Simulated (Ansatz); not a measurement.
**Elastic constants of NbRu at 3 GPa (stress–strain coefficients): input and output**

Computed with DFT LDA, scalar-relativistic, plane waves, PAW (Ansatz 0.2.0).

Launched with:
```bash
ansatz run input.yaml --threads 1 --pin off --max-ram 3072MiB --backend cpu --events-out ev --progress --plain --runs-dir out
```

Input (bare energies are in eV):
```yaml
crystal:
  lattice:
    - [2.9959516389, 0.0, 0.0]
    - [0.0, 2.9959516389, 0.0]
    - [0.0, 0.0, 3.3508484315]
  atoms:
    - { symbol: Nb, position: [0.0, 0.0, 0.0] }
    - { symbol: Ru, position: [0.5, 0.5, 0.5] }
basis:
  ecutwfc: 420
kpoints:
  mp_grid: { grid: [14, 14, 12] }
hamiltonian:
  xc: lda
scf:
  occupations: { method: fermi_dirac, width: 0.15 }
output:
  forces: true
  stress: true
  eigenvalues: true
elastic:
  mode: relaxed_ion
  amplitude: 0.005
```

From the output:
```
--- Elastic constants: 4 strain directions × 4 members + reference (group order 16) ---
  dense FFT box of the reference and of every strained cell: 24×24×24
  strains applied: 11, 33, 23, 12; error gains: componentwise 1.00 (the most a stress slope's error grows in a printed constant), spectral 1.41 (1 for all six strains in a standard setting)
  C = ∂σ_k/∂η_j (tension-positive GPa; Voigt order 11 22 33 23 13 12):
       363.617    226.308    242.976      0.000      0.000     -0.000
       226.308    363.617    242.976      0.000      0.000     -0.000
       242.973    242.973    356.774      0.000      0.000     -0.000
         0.000      0.000      0.000     63.990     -0.000      0.000
         0.000      0.000      0.000      0.000     63.990      0.000
        -0.000      0.000     -0.000      0.000      0.000     63.563
  reference stress σ⁰ (GPa):     -2.998     -2.998     -2.998     -0.000     -0.000     -0.000
  C* (energy form; C + prestress term) asymmetry max|C*_kj − C*_jk| = 2.146e-3 GPa — a small one proves nothing (zero by symmetry where the batch's group is 432, −43m or m−3m); a large one is finite-difference/SCF noise where every solve ...
  moduli (Voigt/Reuss/Hill, GPa): K = 278.72/278.66/278.69   G = 63.09/62.77/62.93   E = 175.58   ν = 0.395
  mechanically stable: yes (min eigenvalue of sym C = 63.56 GPa)
  strain η (Voigt 11):  stress-route row diagonal C_11 = 363.62 GPa, energy-path curvature d²(F+E_count+ΔE)/dδ²/Ω₀ = 363.62 GPa
    cells at ±δ against ±2δ: C31 243.05 and 243.30 GPa, apart by 0.07 % of the column's largest entry
         δ    σ_11 (GPa) F (eV) n_scf n_hpsi n_pw
    -1.000e-2      -6.7548      -10201.2876406       9  173392    608   relax 0 steps, max|allowed force component| 2.52e-29 eV/Å
    -5.000e-3      -4.8462      -10201.2930791       4  128419    608   relax 0 steps, max|allowed force component| 6.71e-30 eV/Å
     5.000e-3      -1.2102      -10201.2987245       4  137247    610   relax 0 steps, max|allowed force component| 6.31e-30 eV/Å
     1.000e-2       0.5165      -10201.2990452       8  154616    616   relax 0 steps, max|allowed force component| 2.79e-28 eV/Å
  strain η (Voigt 33):  stress-route row diagonal C_33 = 356.77 GPa, energy-path curvature d²(F+E_count+ΔE)/dδ²/Ω₀ = 356.77 GPa
    cells at ±δ against ±2δ: C33 356.68 and 356.39 GPa, apart by 0.08 % of the column's largest entry
         δ    σ_33 (GPa) F (eV) n_scf n_hpsi n_pw
    -1.000e-2      -6.6183      -10201.2877473       8   97283    604   relax 0 steps, max|allowed force component| 1.12e-29 eV/Å
    -5.000e-3      -4.7952      -10201.2931011       4   72753    608   relax 0 steps, max|allowed force component| 6.11e-30 eV/Å
     5.000e-3      -1.2284      -10201.2987353       4   73088    608   relax 0 steps, max|allowed force component| 6.31e-30 eV/Å
     1.000e-2       0.5095      -10201.2990689       7   78771    612   relax 0 steps, max|allowed force component| 3.16e-30 eV/Å
  strain η (Voigt 23):  stress-route row diagonal C_44 = 63.99 GPa, energy-path curvature d²(F+E_count+ΔE)/dδ²/Ω₀ = 65.49 GPa
    cells at ±δ against ±2δ: C44 64.03 and 64.16 GPa, apart by 0.20 % of the column's largest entry
         δ    σ_23 (GPa) F (eV) n_scf n_hpsi n_pw
    -1.000e-2      -0.6416      -10201.2961392       7  251993    608   relax 0 steps, max|allowed force component| 1.34e-29 eV/Å
    -5.000e-3      -0.3202      -10201.2966011       4  188233    608   relax 0 steps, max|allowed force component| 0.00e0 eV/Å
     5.000e-3       0.3202      -10201.2966011       4  187083    608   relax 0 steps, max|allowed force component| 0.00e0 eV/Å
     1.000e-2       0.6416      -10201.2961392       7  219336    608   relax 0 steps, max|allowed force component| 1.42e-29 eV/Å
  strain η (Voigt 12):  stress-route row diagonal C_66 = 63.56 GPa, energy-path curvature d²(F+E_count+ΔE)/dδ²/Ω₀ = 65.07 GPa
    cells at ±δ against ±2δ: C66 63.57 and 63.61 GPa, apart by 0.05 % of the column's largest entry
         δ    σ_12 (GPa) F (eV) n_scf n_hpsi n_pw
    -1.000e-2      -0.6361      -10201.2961438       7  140062    610   relax 0 steps, max|allowed force component| 5.05e-29 eV/Å
    -5.000e-3      -0.3179      -10201.2966023       3  103538    608   relax 0 steps, max|allowed force component| 2.68e-29 eV/Å
     5.000e-3       0.3179      -10201.2966023       3  103003    608   relax 0 steps, max|allowed force component| 6.71e-30 eV/Å
     1.000e-2       0.6361      -10201.2961438       7  123428    610   relax 0 steps, max|allowed force component| 5.05e-29 eV/Å
```

The run took 3.8 min on 1 thread of Arm Neoverse V1 (shared host), peak memory 0.64 GiB.

In a metal, frequencies and elastic constants depend on the k mesh and the smearing, soft modes and shear constants most.